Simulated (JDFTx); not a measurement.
An input for JDFTx (a modified build) (TiB2(1 0 -1 0), CANDLE, water, 0.5 M KF; bohr, hartree) and the course of its log:

```
lattice \
  5.7181787644 0.0000000000 0.0000000000 \
  0.0000000000 6.1014910194 0.0000000000 \
  0.0000000000 0.0000000000 45.1644543786
coords-type Lattice
ion B 0.1722107100 0.5000000000 -0.1288152630 0
ion B 0.6722107100 0.5000000000 -0.0913714140 0
ion B 0.6722107100 0.5000000000 -0.0182742830 0
ion B 0.1722107100 0.5000000000 0.0182742830 0
ion B 0.1722107100 0.5000000000 0.0913714140 0
ion B 0.6722107100 0.5000000000 0.1288152630 0
ion Ti 0.6722107100 0.0000000000 -0.1603070777 0
ion Ti 0.1722107100 0.0000000000 -0.0548228480 0
ion Ti 0.6722107100 0.0000000000 0.0548228480 0
ion Ti 0.1722107100 0.0000000000 0.1603070777 0
ion-species pseudo/b_pbe_v1.4.upf
ion-species pseudo/ti_pbe_v1.4.upf
elec-cutoff 20 100
elec-ex-corr gga-PBE
coulomb-interaction Slab 001
coulomb-truncation-embed 0 0 0
kpoint-folding 8 6 1
elec-smearing Fermi 0.01
elec-n-bands 48
target-mu -0.082318
electronic-scf nIterations 100 energyDiffThreshold 1e-07
fluid LinearPCM
pcm-variant CANDLE
fluid-solvent H2O
fluid-cation K+ 0.5
fluid-anion F- 0.5
fluid-minimize nIterations 400 knormThreshold 1e-12
wavefunction read f0.wfns
elec-initial-eigenvals f0.eigenvals
elec-initial-fillings read f0.fillings
fluid-initial-state f0.fluidState
dump-name f0_u0.$VAR
dump End State Ecomponents EigStats BandEigs Forces ElecDensity IonicPositions Fillings Kpoints Dtot FluidDebug BoundCharge FluidDensity
```

```
[one cycle in 5 is shown, and the last three; fluid-solver lines are left out]
	FillingsUpdate:  mu: -0.082318000  nElectrons: 70.309530
SCF: Cycle:  0   G: -242.061675319818875   dG: +3.170e+00   |Residual|: 3.311e-01   |deigs|: 9.245e-07
	FillingsUpdate:  mu: -0.082318000  nElectrons: 66.718908
SCF: Cycle:  5   G: -245.186139704470776   dG: -1.786e-01   |Residual|: 4.087e-02   |deigs|: 4.510e-03
	FillingsUpdate:  mu: -0.082318000  nElectrons: 65.225946
SCF: Cycle: 10   G: -245.056133439256882   dG: -4.799e-01   |Residual|: 6.838e-02   |deigs|: 1.904e-02
	FillingsUpdate:  mu: -0.082318000  nElectrons: 66.164039
SCF: Cycle: 15   G: -245.225743027386528   dG: +4.968e-03   |Residual|: 1.690e-02   |deigs|: 1.501e-03
	FillingsUpdate:  mu: -0.082318000  nElectrons: 65.508528
SCF: Cycle: 20   G: -245.186546296293841   dG: +2.709e-02   |Residual|: 2.745e-02   |deigs|: 5.553e-03
	FillingsUpdate:  mu: -0.082318000  nElectrons: 65.945177
SCF: Cycle: 25   G: -245.229145580929298   dG: +3.465e-04   |Residual|: 4.731e-03   |deigs|: 3.285e-04
	FillingsUpdate:  mu: -0.082318000  nElectrons: 65.395567
SCF: Cycle: 30   G: -245.146138145756083   dG: +5.853e-02   |Residual|: 3.945e-02   |deigs|: 2.025e-03
	FillingsUpdate:  mu: -0.082318000  nElectrons: 64.987021
SCF: Cycle: 35   G: -244.945220957198615   dG: +1.514e-01   |Residual|: 7.029e-02   |deigs|: 3.502e-03
	FillingsUpdate:  mu: -0.082318000  nElectrons: 64.931310
SCF: Cycle: 40   G: -244.879207756302975   dG: +2.670e-02   |Residual|: 7.692e-02   |deigs|: 7.779e-04
	FillingsUpdate:  mu: -0.082318000  nElectrons: 61.131893
SCF: Cycle: 45   G: -238.112442484389732   dG: +6.964e+00   |Residual|: 2.944e-01   |deigs|: 4.760e-02
	FillingsUpdate:  mu: -0.082318000  nElectrons: 65.257155
SCF: Cycle: 50   G: -245.011330511354743   dG: +8.324e-02   |Residual|: 5.102e-02   |deigs|: 1.526e-03
	FillingsUpdate:  mu: -0.082318000  nElectrons: 64.833726
SCF: Cycle: 55   G: -244.659742808881589   dG: -1.989e-01   |Residual|: 8.571e-02   |deigs|: 2.244e-03
	FillingsUpdate:  mu: -0.082318000  nElectrons: 64.941643
SCF: Cycle: 60   G: -244.815885310909380   dG: -1.184e-01   |Residual|: 8.070e-02   |deigs|: 1.467e-03
	FillingsUpdate:  mu: -0.082318000  nElectrons: 64.241856
SCF: Cycle: 65   G: -244.131221834775374   dG: -1.626e-01   |Residual|: 1.258e-01   |deigs|: 1.332e-03
	FillingsUpdate:  mu: -0.082318000  nElectrons: 64.911889
SCF: Cycle: 70   G: -244.923075690558505   dG: +3.188e-03   |Residual|: 6.671e-02   |deigs|: 4.703e-04
	FillingsUpdate:  mu: -0.082318000  nElectrons: 65.230750
SCF: Cycle: 75   G: -244.997897653008039   dG: -4.316e-01   |Residual|: 6.383e-02   |deigs|: 2.009e-02
	FillingsUpdate:  mu: -0.082318000  nElectrons: 65.336231
SCF: Cycle: 80   G: -245.165293378156946   dG: -1.338e-01   |Residual|: 3.251e-02   |deigs|: 3.364e-03
	FillingsUpdate:  mu: -0.082318000  nElectrons: 63.892958
SCF: Cycle: 85   G: -244.168142557819522   dG: +8.885e-01   |Residual|: 1.461e-01   |deigs|: 1.326e-02
	FillingsUpdate:  mu: -0.082318000  nElectrons: 65.080857
SCF: Cycle: 90   G: -245.006657186029997   dG: +2.006e-01   |Residual|: 5.477e-02   |deigs|: 5.215e-03
	FillingsUpdate:  mu: -0.082318000  nElectrons: 64.741419
SCF: Cycle: 95   G: -244.863472966936712   dG: -4.306e-02   |Residual|: 7.682e-02   |deigs|: 8.666e-04
	FillingsUpdate:  mu: -0.082318000  nElectrons: 65.118903
SCF: Cycle: 97   G: -245.029842275084576   dG: -7.212e-02   |Residual|: 5.742e-02   |deigs|: 1.380e-03
	FillingsUpdate:  mu: -0.082318000  nElectrons: 65.158346
SCF: Cycle: 98   G: -244.992114578251631   dG: +3.773e-02   |Residual|: 6.092e-02   |deigs|: 1.412e-03
	FillingsUpdate:  mu: -0.082318000  nElectrons: 65.290863
SCF: Cycle: 99   G: -245.065310146411434   dG: -7.320e-02   |Residual|: 4.918e-02   |deigs|: 1.337e-03
SCF: None of the convergence criteria satisfied after 100 iterations.
IonicMinimize: Iter:   0  G: -245.065310146411434  |grad|_K:  0.000e+00
IonicMinimize: Converged (|grad|_K<1.000000e-04).
```

This run gave no converged result. The electronic loop ended without meeting its threshold, so the last energy, electron count and forces aren't results.
